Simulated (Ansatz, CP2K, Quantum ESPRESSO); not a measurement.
**La3Hf: programs and potentials compared**

```xyz
4
Lattice="5.0451 0.0000 0.0000 0.0000 5.0451 0.0000 0.0000 0.0000 5.0451" Properties=species:S:1:pos:R:3 pbc="T T T"
Hf    0.0153    0.0119   -0.0057
La    2.5145    2.4950   -0.0447
La    2.5432    0.0554    2.5250
La   -0.0428    2.4920    2.4792
```

The cell comes from a database or a generator and needn't be the stable form of this composition.

Atoms were shifted at random by some hundredths of an Å from the given cell, which wasn't relaxed again for these runs.

Alike in all runs: task single point; functional PBE; k mesh 5 × 5 × 5; occupations fermi-dirac, width 0.05 eV; no spin polarisation; no spin-orbit coupling. Pressure is positive in compression and, in plane waves, holds the error of the finite cutoff, which Ansatz's Pulay term estimates and takes out.

| program and potentials | plane-wave cutoff (eV) | notes | pressure (GPa) | largest force (eV/Å) |
| --- | --- | --- | --- | --- |
| Ansatz, Ansatz PAW | 420 | 14.75 valence electrons an atom on average | 0.02 | 0.329 |
| Quantum ESPRESSO, SSSP 1.3 efficiency PBE | 816 | 11.25 valence electrons an atom on average | 0.16 | 0.336 |
| CP2K, POTENTIAL_UZH Hf GTH-PBE-q12; GTH_POTENTIALS La GTH-PBE-q11; TZVP-MOLOPT-PBE-GTH, TZVP-MOLOPT-SR-GTH basis | - | atomic basis; 11.25 valence electrons an atom on average | 1.26 | 0.385 |

Force on atom 3 (La), eV/Å:

```tsv
program and potentials	x	y	z
Ansatz, Ansatz PAW	-0.115	-0.292	-0.099
Quantum ESPRESSO, SSSP 1.3 efficiency PBE	-0.118	-0.298	-0.100
CP2K, POTENTIAL_UZH Hf GTH-PBE-q12; GTH_POTENTIALS La GTH-PBE-q11; TZVP-MOLOPT-PBE-GTH, TZVP-MOLOPT-SR-GTH basis	-0.134	-0.344	-0.111
```

The pressure spans 0.02 (Ansatz, Ansatz PAW) to 1.26 GPa (CP2K, POTENTIAL_UZH Hf GTH-PBE-q12; GTH_POTENTIALS La GTH-PBE-q11; TZVP-MOLOPT-PBE-GTH, TZVP-MOLOPT-SR-GTH basis). Rows in atomic bases carry the error of their basis and grid, which can be large.

The functional is the same throughout but for its coding, so the spread measures potentials, basis and numerics; runs on potential files found faulty are left out.
